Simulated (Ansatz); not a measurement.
# Na₂WO₄ squeezed and stretched

A database entry relaxed whole under r2SCAN (Fd-3m):

```yaml
crystal:
  lattice:
    - [0.00000, 4.54362, 4.54362]
    - [4.54362, 0.00000, 4.54362]
    - [4.54362, 4.54362, 0.00000]
  atoms:
    - { symbol: Na, position: [0.62500, 0.62500, 0.62500] }
    - { symbol: Na, position: [0.12500, 0.62500, 0.62500] }
    - { symbol: Na, position: [0.62500, 0.62500, 0.12500] }
    - { symbol: Na, position: [0.62500, 0.12500, 0.62500] }
    - { symbol: W, position: [0.00000, 0.00000, 0.00000] }
    - { symbol: W, position: [0.25000, 0.25000, 0.25000] }
    - { symbol: O, position: [0.88667, 0.88667, 0.88667] }
    - { symbol: O, position: [0.91000, 0.36333, 0.36333] }
    - { symbol: O, position: [0.88667, 0.88667, 0.34000] }
    - { symbol: O, position: [0.36333, 0.91000, 0.36333] }
    - { symbol: O, position: [0.34000, 0.88667, 0.88667] }
    - { symbol: O, position: [0.36333, 0.36333, 0.36333] }
    - { symbol: O, position: [0.88667, 0.34000, 0.88667] }
    - { symbol: O, position: [0.36333, 0.36333, 0.91000] }
```

The cell was scaled uniformly, its shape held, and the atoms relaxed at each volume with plane-wave PAW DFT (Ansatz 0.2.0; r2SCAN, 500 eV, 6×6×6 Γ-centred mesh, fermi-dirac occupations of width 0.020 eV; no spin, no spin-orbit coupling). One row is withheld.

```tsv
volume (Å³/atom)	energy over the lowest (meV/atom)	pressure (GPa)	gap over mesh and path (eV)
12.596	10.5	4.45	5.798
12.864	4.5	2.82	5.776
13.132	1.1	1.31	5.750
13.400	0.0	0.02	5.728
13.668	?	?	?
13.936	3.6	-2.11	5.657
14.204	7.9	-2.98	5.584
```

Question: Fit the pressures of the other rows to the third-order Birch-Murnaghan form.

Answer: With f = [(V₀/V)^(2/3) − 1]/2 and P = 3B₀f(1 + 2f)^(5/2)[1 + 3(B₀′ − 4)f/2], least squares gives V₀ = 13.41 Å³ an atom, B₀ = 60.4 GPa and B₀′ = 5.5; the rows miss the fit by 0.03 GPa. The slope of the energies differs from these pressures by less than 0.05 GPa.

Question: How does the gap move with volume?

Answer: It runs from 5.80 eV at the smallest volume to 5.58 eV at the largest, not along one parabola: a band edge changes its place in the zone on the way, so no one slope is given.

Question: What does the withheld row hold?

Answer: The fit gives -1.11 GPa at 13.668 Å³; the run gave -1.09 GPa and 0.9 meV an atom. Its gap is 5.709 eV.

Caveats: the shape of the cell was held; 0 K, fixed nuclei; the symmetry was kept, and this need not be the phase that is stable at 0 K; one mesh for all volumes; r2SCAN gaps lie as a rule under measured ones; pressure is positive in compression.
